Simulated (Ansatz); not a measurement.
HgS:
```xyz
6
Lattice="4.4652 0.0000 0.0000 -2.2326 3.8669 0.0000 0.0000 0.0000 9.7594" Properties=species:S:1:pos:R:3 pbc="T T T"
Hg     3.4351     0.0000     6.5062
Hg    -1.7175     2.9749     3.2531
Hg     0.5150     0.8921     0.0000
S      1.9952     0.0000     1.6266
S     -0.9976     1.7279     8.1328
S      1.2350     2.1390     4.8797
```

Relaxed with PBE. Special points in fractions of this cell's reciprocal vectors: Γ (0.000, 0.000, 0.000); M (0.500, 0.000, 0.000); K (0.333, 0.333, 0.000); A (0.000, 0.000, 0.500); L (0.500, 0.000, 0.500); H (0.333, 0.333, 0.500).

Problem. List the band energies nearest the valence-band maximum at these points for DFT-PBE in the program Ansatz with PAW potentials.

Solution. In eV from the valence-band maximum; about four levels below and three above (degenerate sets whole), none deeper than 8.9 eV; points with the same levels are listed once.

```json
[
 {"k": "Γ", "below": "-1.22 -1.22 -0.09 -0.04 -0.04", "above": "1.83 3.51 3.51"},
 {"k": "M", "below": "-1.54 -0.70 -0.50 -0.36", "above": "2.37 3.23 3.42"},
 {"k": "K", "below": "-2.10 -2.10 -0.72 -0.56 -0.56", "above": "2.97 3.06 3.06"},
 {"k": "A", "below": "-1.15 -1.15 -0.10 -0.01 -0.01", "above": "2.59 2.59 3.24"},
 {"k": "L", "below": "-1.46 -1.32 -0.43 -0.41", "above": "2.47 3.18 3.34"},
 {"k": "H", "below": "-1.72 -1.22 -1.22 -0.53", "above": "3.18 3.52 3.52"}
]
```

Space group P3_221. Symmetry was held in the PBE relaxation. The volume lies over 15 % above that of the usual cell of this phase: another minimum, or an error of the functional. A crystal of weakly bound chains computed without a dispersion correction: the cell and the soft elastic constants depend strongly on that. Scalar-relativistic: spin–orbit coupling is off unless named, which matters more the heavier the elements.

Potentials: the later of the program's two PAW sets.
